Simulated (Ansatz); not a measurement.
# GaCuSe₂: from a starting cell to a relaxed one

The start is a relaxed GaCuSe2 cell with every coordinate shifted by Gaussian noise of σ = 0.45 Å. Cell shape, volume and atoms are optimised at zero target pressure with PBE (plane waves to 420 eV, PAW, scalar-relativistic; Ansatz, a program for electronic structure). First-step values are on the input's coarse k-mesh.

Ansatz input (later rounds restart from its end on a renewed k-mesh):
Ansatz 0.2 input:
```yaml
crystal:
  lattice:
    - [-2.8361218171, 2.8361218171, 5.6318823659]
    - [2.8361218171, -2.8361218171, 5.6318823659]
    - [2.8361218171, 2.8361218171, -5.6318823659]
  atoms:
    - { symbol: Cu, position: [0.792365195, 0.1979005955, 0.5642611889] }
    - { symbol: Cu, position: [0.0060092731, 0.0967815649, 0.0524917491] }
    - { symbol: Ga, position: [0.2918249346, 0.6205990817, 0.5207491381] }
    - { symbol: Ga, position: [0.4252267709, 0.5594154523, 0.011830231] }
    - { symbol: Se, position: [0.1303271106, 0.2427780254, 0.4956064462] }
    - { symbol: Se, position: [0.5603412425, 0.5911775834, 0.426428397] }
    - { symbol: Se, position: [0.4797606493, 1.0041214035, 0.1260315919] }
    - { symbol: Se, position: [0.8323022136, 0.3212540478, 0.9398407666] }
basis: { ecutwfc: 420, ecutrho_ratio: 4, xc_grid: 2, fft_grid_basis: typed }
kpoints: { mp_grid: { grid: [5, 5, 6] } }
hamiltonian:
  xc: pbe
  dispersion: none
  pseudopotentials: { azcp: { folder: ./paw }, kind: paw }
scf: { occupations: { method: fermi_dirac, width: 0.05 } }
relax: { f_tol: 0.01, max_steps: 100, cell: { stress_tol: 0.02 } }
output: { forces: true, stress: true }
```

Task: By how much does the energy per atom fall from start to end?

Result: About 1.1 eV/atom.

Task: Is the parent structure recovered?

Result: It returns to the parent structure, I-42d (No. 122).

Task: How do the shortest distances between atoms change?

Result: The closest pairs of elements (up to four, under 3.6 Å), start → end: Cu–Se 1.86 → 2.43 Å; Ga–Se 2.14 → 2.47 Å; Cu–Ga 2.85 → 4.00 Å; Se–Se 3.14 → 3.96 Å.

Task: Is the relaxed structure metallic? Give its gap.

Result: Zero, with touching bands (no spin-orbit coupling). The gap comes from the SCF mesh and the high-symmetry points alone.

It ends as:

```cif
data_Cu4Ga4Se8
_chemical_formula_sum 'Cu4 Ga4 Se8'
_space_group_name_H-M_alt 'I-42d'
_space_group_IT_number 122
_space_group_name_Hall 'I -4 2bw'
_cell_length_a 5.67229
_cell_length_b 5.67229
_cell_length_c 11.26362
_cell_angle_alpha 90.000
_cell_angle_beta 90.000
_cell_angle_gamma 90.000
loop_
_atom_site_label
_atom_site_type_symbol
_atom_site_symmetry_multiplicity
_atom_site_Wyckoff_symbol
_atom_site_fract_x
_atom_site_fract_y
_atom_site_fract_z
_atom_site_occupancy
Cu1 Cu 4 a 0.00000 0.00000 0.00000 1
Ga1 Ga 4 b 0.00000 0.00000 0.50000 1
Se1 Se 8 d 0.24375 0.25000 0.12500 1
```
(The calculation used a cell of 8 atoms; values per cell refer to that cell.)

Final values are on a 8×8×8 k-mesh of the relaxed cell. The start holds a very short contact (Se–Cu 1.86 Å). No spin polarisation in the result.
